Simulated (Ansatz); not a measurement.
Polymorphs of TiS₂, each relaxed with plane-wave PAW PBEsol (Ansatz code):

A: CdI2 type (P-3m1)
a = b = 3.351 Å, c = 5.637 Å, α = β = 90.00°, γ = 120.00°

```tsv
atom	site	symmetry	x	y	z
Ti	1a	-3m.	0.0000	0.0000	0.0000
S	2d	3m.	0.6667	0.3333	0.2527
```

B: Fd-3m
a = 9.6195 Å, b = 9.6195 Å, c = 9.6195 Å, α = 90.00°, β = 90.00°, γ = 90.00°

| atom | site | symmetry | x | y | z |
|---|---|---|---|---|---|
| Ti | 16c | .-3m | 0.1250 | 0.1250 | 0.1250 |
| S | 32e | .3m | 0.3750 | 0.3750 | 0.3750 |

C: rutile (P4_2/mnm)
a = b = 5.8338 Å, c = 3.3365 Å, α = β = γ = 90.00°

```tsv
atom	site	symmetry	x	y	z
Ti	2a	m.mm	0.0000	0.0000	0.0000
S	4f	m.2m	0.2998	0.2998	0.0000
```

Q: Put the candidates in order of energy per atom at 0 K, lowest first, for PBEsol.

A: A (+0 meV/atom), B (+19 meV/atom), C (+114 meV/atom)

Constructed cells (a structure type filled with these elements, in neither database checked): C. Not the usual ambient phase: B; C. Began spin-polarised and lost the moments: A. Weakly bound layers, chains or molecules computed without a dispersion correction, so cells and soft constants are ill determined: A. All cells were relaxed under the symmetry of their starts (and spin orders); stability against distortions was not tested throughout. Rows with no word on spin ran without spin polarisation.

Energies hold the estimated change up to a 700 eV cutoff; steps of a few meV lie near the error of the meshes.

Potentials: the later of the program's two PAW sets.
